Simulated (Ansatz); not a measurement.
**BaGa₂H₂: do energies and stresses tell the same story?**

These are results of Ansatz, DFT r2SCAN, scalar-relativistic, plane waves, PAW, not measurements.

Cutoff 500 eV; k points 9×9×8 on the computed 5-atom cell (Γ-centred); Gaussian smearing, width 0.10 eV; no spin polarisation.

Relaxed cell: P-3m1, a = 4.514 Å, b = 4.514 Å, c = 4.957 Å, α = 90.00°, β = 90.00°, γ = 120.00°, 5 atoms in the primitive cell. Whether it is the stable form of this composition wasn't checked.

Energies at zero smearing and pressures from the stress tensor, at volumes with shape and atoms relaxed:
| V (Å³/atom) | E − E(first) (meV/atom) | P (GPa) |
| --- | --- | --- |
| 16.446 | 0.00 | 3.14 |
| 16.970 | -7.46 | 1.46 |
| 17.495 | -9.80 | 0.01 |
| 18.020 | -7.75 | -1.23 |
| 18.545 | -1.91 | -2.29 |

Check P = −dE/dV between neighbouring volumes, and get the bulk modulus from the pressures alone.

With 1 eV/Å³ = 160.2 GPa:
```json
{"middle V (Å³/atom)": "16.708", "−ΔE/ΔV (GPa)": "2.277", "mean P (GPa)": "2.299"}
{"middle V (Å³/atom)": "17.233", "−ΔE/ΔV (GPa)": "0.716", "mean P (GPa)": "0.738"}
{"middle V (Å³/atom)": "17.758", "−ΔE/ΔV (GPa)": "-0.627", "mean P (GPa)": "-0.607"}
{"middle V (Å³/atom)": "18.283", "−ΔE/ΔV (GPa)": "-1.783", "mean P (GPa)": "-1.757"}
```

The two differ by 0.03 GPa at most. The mean of two end pressures misses the average over a step by about ΔV² P″/12, up to 0.02 GPa here; with that taken off 0.01 GPa remains. Around V = 17.495 Å³/atom, the two neighbours give B = −V ΔP/ΔV = 17.495 × 2.69 / 1.050 = 44.8 GPa, against B0 = 44.6 GPa from the Birch–Murnaghan fit of the energies.